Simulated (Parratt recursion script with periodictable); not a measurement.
**How fast does roughness lower the EUV peak of a Si/Rh multilayer on Si?**

| layer, from the top | thickness (Å) | density (g/cm³) | rms roughness of its top face (Å) | δ at 13.5 nm | β at 13.5 nm |
|---|---|---|---|---|---|
| Si (in each period) | 43.4 | 2.313 | varied | 9.927 × 10⁻⁴ | 0.001813 |
| Rh (in each period) | 29 | 12.398 | varied | 0.1248 | 0.03117 |
| Si (substrate) | – | 2.313 | 2 | 9.927 × 10⁻⁴ | 0.001813 |

The refractive index is n = 1 − δ + iβ; the runs take δ and β at each wavelength of the scan. Vacuum lies above.

Densities are inputs, not measurements. They were set from computed cells of the Materials Project: Si from entry mp-149 (Fd-3m, 2.313 g/cm³); Rh from entry mp-74 (Fm-3m, 12.398 g/cm³). A layer's crystal structure does not enter its constants, only its composition and density.

Method: EUV and soft X-ray reflectivity, Parratt recursion, Névot-Croce roughness, Henke tables (Parratt recursion script with periodictable 1.7.1).

Light falls at α = 15° from the surface normal. It is s-polarised. The wavelength is scanned from 12.42 to 14.58 nm in 161 evenly spaced points, without smoothing. The peak is the highest scan point; its wavelength and height come from a parabola through R at that point and its two neighbours.

The pair is repeated 50 times. The runs differ only in σ, the roughness on top of both layers of each period; the substrate's stays as listed.

| σ (Å) | peak λ (nm) | peak R (%) |
|---|---|---|
| 2 | 13.576 | 58.7 |
| 6 | 13.510 | ? |
| 9 | 13.439 | 46.0 |

Problem. Estimate the peak reflectivity at σ = 6 Å from a line of ln R against σ², and compare with the factor exp[−(2πσ/D)²] for one weak reflection.

Solution. With R₀ = 58.7 % of the first row, ln(R/R₀) is 0.0000 at σ² = 4, −0.2438 at σ² = 81 Å². The line through them has slope −0.00317 Å⁻² and intercept 0.0127, which gives 53.0 % at σ² = 36 Å². For D = 72.4 Å, (2π/D)² = 0.00753 Å⁻², and that slope from the first row gives 46.1 %.

The run gave 53.2 %, so the line misses by 0.2 points. The fitted slope is 0.42 of (2π/D)² in size.
